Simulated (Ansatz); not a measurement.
# CsCaBr3: energy along a strain

CsCaBr3, Pm-3m, a = 5.709 Å (as given, not relaxed at this level: -2.1 GPa). The structure is a Materials Project entry; whether it is the stable form wasn't checked. Ansatz: LDA, PAW, 420 eV, Γ-centred 4×4×4 mesh on 5 atoms, Gaussian smearing 0.05 eV; no spin polarisation. Cell vectors (Å): 5.709 0.000 0.000; 0.000 5.709 0.000; 0.000 0.000 5.709. The cell is strained by x per cent times the pattern (0 1 0 0 0 0) in the order xx yy zz yz xz xy (engineering shears), with fractional coordinates held. y is the free energy over the start, V0 = 37.208 Å³/atom.

```tsv
x (%)	y (meV/atom)
-6.00	?
-4.50	-10.63
-3.00	-9.86
-1.50	-6.16
0.00	0.00
1.50	8.19
3.00	18.04
4.50	29.24
5.25	35.25
6.00	41.50
```

Problem. Fit y = c1 x + c2 x² + c3 x³ to the other rows, get the stiffness along the pattern, and predict the missing energy.

Solution. Least squares on the rows shown. y = 4.8057 x + 0.45947 x² − 0.018127 x³. The clamped-ion stiffness p·C·p = 2 × 4.595 eV × 160.2 / 37.208 Å³ = 40 GPa, which is C22 in these axes (C11 of the cubic crystal) (second derivative at the start, which stands under stress). At x = -6.00 the fit asked for gives -8.38 meV/atom. The run gave -7.87 meV/atom, so the fit is 0.51 meV/atom too low, 0.98 % of the span of the series, against an rms of 0.04 meV/atom on the fitted rows. The row lies outside the fitted range. With a term in x⁴ added, a fit to the same known rows predicts -7.94 meV/atom, so most of the miss is curvature that the known rows already hold.

Symmetry holds off the tilts and polar distortions that many cubic perovskites undergo.